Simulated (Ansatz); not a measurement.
## Band table of AgB2

```
CELL_PARAMETERS angstrom
3.02118 0.00000 0.00000
-1.51059 2.61642 0.00000
0.00000 0.00000 4.06266
ATOMIC_POSITIONS crystal
Ag 0.00000 0.00000 0.00000
B 0.33333 0.66667 0.50000
B 0.66667 0.33333 0.50000
```

The cell comes from a relaxation on PAW files under the same functional, begun from a database entry that needn't be the ground state.

Computed with Ansatz 0.2.0; functional PBE, with spin–orbit coupling. Settings: a Γ-centred 14×14×11 k mesh, Fermi–Dirac smearing of 0.05 eV, no spin polarisation. Methods: LAPW: all electrons, basis error target 0.5 meV/atom.

This run: spin-orbit coupling on.

Path points, in fractions of the reciprocal vectors: Γ (0.000, 0.000, 0.000), M (0.500, 0.000, 0.000), K (0.333, 0.333, 0.000), A (0.000, 0.000, 0.500), L (0.500, 0.000, 0.500), H (0.333, 0.333, 0.500). Levels in eV from the Fermi level; bands 23 to 46, counted from the lowest band of the run. The gap is zero, the pressure -0.12 GPa.

```
# k(1/Å) point b23 b24 b25 b26 b27 b28 b29 b30 b31 b32 b33 b34 b35 b36 b37 b38 b39 b40 b41 b42 b43 b44 b45 b46
0.000 Γ -12.06 -12.06 -5.71 -5.71 -5.03 -5.03 -4.57 -4.57 -3.94 -3.94 -3.77 -3.77 -3.69 -3.69 1.27 1.27 1.28 1.28 1.29 1.29 7.51 7.51 7.56 7.56
0.300 - -11.77 -11.77 -5.53 -5.53 -5.08 -5.08 -4.69 -4.69 -4.50 -4.50 -3.85 -3.85 -2.57 -2.57 0.18 0.18 0.66 0.66 1.39 1.39 7.61 7.61 8.70 8.70
0.600 - -10.94 -10.94 -5.51 -5.51 -5.44 -5.44 -4.95 -4.95 -4.16 -4.16 -3.90 -3.90 -1.79 -1.79 -1.05 -1.05 -0.44 -0.44 1.81 1.81 7.05 7.05 7.39 7.39
0.901 - -9.62 -9.62 -6.26 -6.26 -5.75 -5.75 -5.32 -5.32 -4.07 -4.07 -3.56 -3.56 -2.67 -2.67 -1.31 -1.31 0.71 0.71 2.77 2.77 4.83 4.83 6.90 6.90
1.201 M -8.01 -8.01 -7.83 -7.83 -5.87 -5.87 -5.58 -5.58 -4.11 -4.11 -3.29 -3.29 -2.62 -2.62 -1.66 -1.66 2.48 2.48 2.91 2.91 3.90 3.90 5.88 5.88
1.374 - -7.91 -7.91 -7.77 -7.77 -5.82 -5.82 -5.55 -5.55 -4.21 -4.21 -3.36 -3.36 -2.73 -2.73 -1.93 -1.93 2.66 2.66 2.94 2.94 4.12 4.12 6.13 6.13
1.547 - -7.64 -7.64 -7.60 -7.60 -5.68 -5.68 -5.54 -5.54 -4.48 -4.48 -3.56 -3.56 -3.17 -3.17 -2.30 -2.30 3.06 3.06 3.13 3.13 4.71 4.71 6.55 6.55
1.721 - -7.32 -7.32 -7.23 -7.23 -5.85 -5.85 -5.45 -5.45 -4.83 -4.83 -3.86 -3.86 -3.54 -3.54 -2.47 -2.47 3.28 3.28 3.61 3.61 5.59 5.59 6.87 6.87
1.894 K -6.96 -6.96 -6.95 -6.95 -6.39 -6.39 -5.25 -5.25 -5.10 -5.10 -3.97 -3.97 -3.61 -3.61 -2.52 -2.52 3.58 3.58 3.64 3.64 6.58 6.58 6.81 6.81
2.241 - -8.86 -8.86 -6.15 -6.15 -5.60 -5.60 -5.32 -5.32 -4.57 -4.57 -3.83 -3.83 -3.39 -3.39 -2.28 -2.28 1.75 1.75 3.89 3.89 4.73 4.73 8.42 8.42
2.587 - -10.58 -10.58 -5.56 -5.56 -5.44 -5.44 -5.01 -5.01 -4.10 -4.10 -3.95 -3.95 -2.06 -2.06 -1.36 -1.36 -0.48 -0.48 2.13 2.13 6.56 6.56 8.58 8.58
2.934 - -11.68 -11.68 -5.48 -5.48 -5.12 -5.12 -4.80 -4.80 -4.45 -4.45 -3.87 -3.87 -2.35 -2.35 -0.03 -0.03 0.36 0.36 1.45 1.45 7.88 7.88 8.66 8.66
3.280 Γ -12.06 -12.06 -5.71 -5.71 -5.03 -5.03 -4.57 -4.57 -3.94 -3.94 -3.77 -3.77 -3.69 -3.69 1.27 1.27 1.28 1.28 1.29 1.29 7.51 7.51 7.56 7.56
3.474 - -11.95 -11.95 -5.87 -5.87 -5.02 -5.02 -4.55 -4.55 -4.21 -4.21 -3.90 -3.90 -3.71 -3.71 1.22 1.22 1.24 1.24 2.06 2.06 7.66 7.66 7.71 7.71
3.667 - -11.67 -11.67 -6.45 -6.45 -4.98 -4.98 -4.67 -4.67 -4.51 -4.51 -3.95 -3.95 -3.76 -3.76 1.12 1.12 1.13 1.13 3.84 3.84 8.05 8.05 8.09 8.09
3.860 - -11.32 -11.32 -7.20 -7.20 -4.95 -4.95 -4.84 -4.84 -4.47 -4.47 -3.99 -3.99 -3.80 -3.80 1.02 1.02 1.02 1.02 5.98 5.98 8.49 8.49 8.52 8.52
4.054 A -11.14 -11.14 -7.54 -7.54 -4.94 -4.94 -4.88 -4.88 -4.45 -4.45 -4.01 -4.01 -3.82 -3.82 0.97 0.97 0.98 0.98 7.45 7.45 8.69 8.69 8.72 8.72
4.354 - -10.92 -10.92 -7.17 -7.17 -4.95 -4.95 -4.80 -4.80 -4.38 -4.38 -4.12 -4.12 -3.96 -3.96 0.15 0.15 0.69 0.69 7.45 7.45 8.30 8.30 8.37 8.37
4.654 - -10.30 -10.30 -6.25 -6.25 -4.99 -4.99 -4.84 -4.84 -4.42 -4.42 -4.24 -4.24 -3.95 -3.95 -1.37 -1.37 0.16 0.16 6.01 6.01 7.40 7.40 7.78 7.78
4.954 - -9.33 -9.33 -5.94 -5.94 -5.84 -5.84 -4.71 -4.71 -4.09 -4.09 -3.82 -3.82 -3.47 -3.47 -2.35 -2.35 -0.21 -0.21 3.11 3.11 6.67 6.67 8.29 8.29
5.254 L -8.57 -8.57 -6.74 -6.74 -5.99 -5.99 -4.81 -4.81 -3.99 -3.99 -3.29 -3.29 -2.61 -2.61 -2.57 -2.57 -0.34 -0.34 1.36 1.36 6.41 6.41 9.27 9.27
5.428 - -8.50 -8.50 -6.75 -6.75 -5.90 -5.90 -4.82 -4.82 -3.99 -3.99 -3.66 -3.66 -2.62 -2.62 -2.08 -2.08 -0.70 -0.70 1.37 1.37 7.00 7.00 7.74 7.74
5.601 - -8.29 -8.29 -6.82 -6.82 -5.65 -5.65 -4.85 -4.85 -4.18 -4.18 -3.97 -3.97 -2.58 -2.58 -1.45 -1.45 -1.27 -1.27 1.42 1.42 5.79 5.79 8.46 8.46
5.774 - -7.94 -7.94 -7.03 -7.03 -5.32 -5.32 -4.87 -4.87 -4.59 -4.59 -3.98 -3.98 -2.53 -2.53 -2.10 -2.10 -0.36 -0.36 1.35 1.35 4.17 4.17 10.30 10.30
5.948 H -7.49 -7.49 -7.43 -7.43 -5.11 -5.11 -4.90 -4.90 -4.78 -4.78 -3.98 -3.98 -2.50 -2.50 -2.35 -2.35 0.66 0.66 0.69 0.69 3.53 3.53 11.27 11.27
6.294 - -8.76 -8.76 -6.22 -6.22 -5.30 -5.30 -4.84 -4.84 -4.80 -4.80 -4.01 -4.01 -2.14 -2.14 -1.98 -1.98 -1.82 -1.82 3.07 3.07 4.98 4.98 9.76 9.76
6.641 - -10.02 -10.02 -5.82 -5.82 -5.20 -5.20 -4.97 -4.97 -4.56 -4.56 -4.25 -4.25 -3.59 -3.59 -1.42 -1.42 -0.66 -0.66 5.77 5.77 7.13 7.13 8.82 8.82
6.988 - -10.85 -10.85 -7.05 -7.05 -4.97 -4.97 -4.79 -4.79 -4.35 -4.35 -4.15 -4.15 -4.00 -4.00 -0.02 -0.02 0.53 0.53 7.45 7.45 8.15 8.15 8.46 8.46
7.334 A -11.14 -11.14 -7.54 -7.54 -4.94 -4.94 -4.88 -4.88 -4.45 -4.45 -4.01 -4.01 -3.82 -3.82 0.97 0.97 0.98 0.98 7.45 7.45 8.69 8.69 8.72 8.72
```
